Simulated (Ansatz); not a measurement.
Here is an unrelaxed guess for ScGa₃Te.

```cif
data_structure
_symmetry_space_group_name_H-M 'P-6m2'
_symmetry_Int_Tables_number 187
_cell_length_a 4.5240
_cell_length_b 4.5240
_cell_length_c 5.5851
_cell_angle_alpha 90.000
_cell_angle_beta 90.000
_cell_angle_gamma 120.000
_cell_volume 98.99
loop_
_atom_site_label
_atom_site_type_symbol
_atom_site_symmetry_multiplicity
_atom_site_Wyckoff_symbol
_atom_site_fract_x
_atom_site_fract_y
_atom_site_fract_z
_atom_site_occupancy
Sc1 Sc 1 b 0.00000 0.00000 0.50000 1
Ga1 Ga 2 i 0.66667 0.33333 0.75525 1
Ga2 Ga 1 d 0.33333 0.66667 0.50000 1
Te1 Te 1 c 0.33333 0.66667 0.00000 1
```

Computed with DFT PBE, scalar-relativistic, plane waves, PAW in Ansatz 0.2.0. Cutoff 420 eV; k points 6×6×4 on the computed 5-atom cell (Γ-centred); Gaussian smearing, width 0.10 eV; no spin polarisation.

The zero of energy is the elements' standard structures at the same level; no fitted shifts are applied.

Question: Estimate its pressure, forces and energy as it stands.

Answer: The pressure is 13.1 GPa (the mean over three directions, positive in compression), the largest force is 0.32 eV/Å, and the energy is +0.19 eV/atom against the elements. The shortest distance is 2.61 Å.

Question: How much does it gain on relaxing, and where does it end?

Answer: Relaxing gains about 0.16 eV/atom (the start's value is from the coarse mesh, so the gain is rough) in 13 ionic steps and ends at +0.03 eV/atom on the finer mesh. The symmetry stays P-6m2 (No. 187). The volume per atom grows by 23.0 %, from 19.8 to 24.3 Å³. The shortest distance goes from 2.61 Å (Sc–Ga) to 2.71 Å (Sc–Ga). Conventional cell: a = 4.701 Å, c = 6.360 Å. Sc has 3 Ga at 2.71 Å and 6 Ga at 3.11 Å; Ga on a site of symmetry 3m has 4 Ga at 3.05–3.11 Å, 3 Sc at 3.11 Å, 3 Te at 3.18 Å and 1 Ga at 3.31 Å; around Te lie 8 Ga at 3.18 Å; 1 more site not described.

The last run used a 12×12×6 mesh (in the run's order of axes) for its 5-atom cell and Gaussian smearing of 0.10 eV. For metals, differences of a few meV/atom aren't resolved. These runs have no spin–orbit coupling, which can matter for Te. The reference form of Te is held partly by dispersion forces, which this level lacks. The relaxation can't lower the symmetry of the start. Symmetry constrained the relaxation, so the result can be a saddle point. Another cell of ScGa3Te relaxed alike, in P6/mmm, lies 182 meV/atom lower, so this cell isn't the stable form at this level.
